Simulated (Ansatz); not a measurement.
41K nuclear quadrupole resonance in K₂HgC₄N₄

Cell: a COD entry whose atoms were relaxed with PBE, the cell held.

```
CELL_PARAMETERS angstrom
0.00000 6.38000 6.38000
6.38000 0.00000 6.38000
6.38000 6.38000 0.00000
ATOMIC_POSITIONS crystal
K 0.62500 0.62500 0.62500
K 0.12500 0.62500 0.62500
K 0.62500 0.62500 0.12500
K 0.62500 0.12500 0.62500
Hg 0.00000 0.00000 0.00000
Hg 0.25000 0.25000 0.25000
C 0.34867 0.34867 0.34867
C 0.29600 0.90133 0.90133
C 0.34867 0.34867 0.95400
C 0.90133 0.29600 0.90133
C 0.95400 0.34867 0.34867
C 0.90133 0.90133 0.90133
C 0.34867 0.95400 0.34867
C 0.90133 0.90133 0.29600
N 0.40154 0.40154 0.40154
N 0.45463 0.84846 0.84846
N 0.40154 0.40154 0.79537
N 0.84846 0.45463 0.84846
N 0.79537 0.40154 0.40154
N 0.84846 0.84846 0.84846
N 0.40154 0.79537 0.40154
N 0.84846 0.84846 0.45463
```

Sites (sets of like atoms) are named by element and the number of their first atom in this list.

Level of theory: DFT, PBE, plane waves and PAW, scalar-relativistic, 420 eV cutoff, Γ-centred 5×5×5 k-points, Fermi–Dirac smearing 0.05 eV (Ansatz 0.2.0).

41K: I = 3/2, Q = 73.40 mb (year-2017 value). Static lattice, zero field.

(1) Predict the zero-field 41K lines of each site.

(2) And for K-39 (I = 3/2, Q = 60.30 mb) on K?

## Answers

(1) For I = 3/2 there is one line, ν = (|C_Q|/2)(1 + η²/3)^½.

```json
{"site": "K", "atoms": "1, 2, 3, 4", "V_zz (10²¹ V/m²)": "-2.14", "C_Q (MHz)": "-3.80", "η": "0.00", "line frequencies (MHz)": "1.90"}
```

(2) C_Q scales with Q to -3.12 MHz, with lines at 1.56 MHz.

An axis of threefold or higher order runs through K, so V_zz lies along it and η is zero.

The database positions were far from equilibrium, so the relaxed structure may not be the compound's real one.
